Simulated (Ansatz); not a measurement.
Si$_{3}$Ge:
```
Si3Ge
1.0
    3.91404     0.00000     0.00000
    0.00000     3.91404     0.00000
    0.00000     0.00000     5.52737
Si Ge
3 1
Direct
  0.50000   0.00000   0.75588
  0.00000   0.00000   0.00000
  0.00000   0.50000   0.24412
  0.50000   0.50000   0.50000
```

Relaxed with PBE. Special points in fractions of this cell's reciprocal vectors: Γ (0.000, 0.000, 0.000); X (0.000, 0.500, 0.000); M (0.500, 0.500, 0.000); Z (0.000, 0.000, 0.500); R (0.000, 0.500, 0.500); A (0.500, 0.500, 0.500).

Task: List the band energies nearest the valence-band maximum at these points for DFT-PBE with spin–orbit coupling in the program Ansatz with PAW potentials.

Result: In eV from the valence-band maximum; about four levels below and three above (degenerate sets whole), none deeper than 8.9 eV; points with the same levels are listed once.

```tsv
k	below	above
Γ	-0.02 -0.02 0.00 0.00	0.64 0.64 0.80 0.80
X	-1.56 -1.56 -1.25 -1.25	2.10 2.10 2.48 2.48
M	-2.87 -2.87 -2.81 -2.81	0.35 0.35 0.80 0.80
Z	-1.83 -1.83 -1.76 -1.76	0.88 0.88 1.22 1.22
R	-1.25 -1.25 -1.09 -1.09	0.85 0.85 1.29 1.29
A	-3.80 -3.80 -3.76 -3.76	4.14 4.14 4.32 4.32 4.32 4.32
```

Space group P-4m2. The start of the workflow was typed in or built on a structure type; neither database checked (COD, Materials Project) lists it. Its standing as an ambient phase is unchecked. The PBE relaxation kept the symmetry of its start; its stability against distortions is not shown here.

Potentials: the later of the program's two PAW sets.
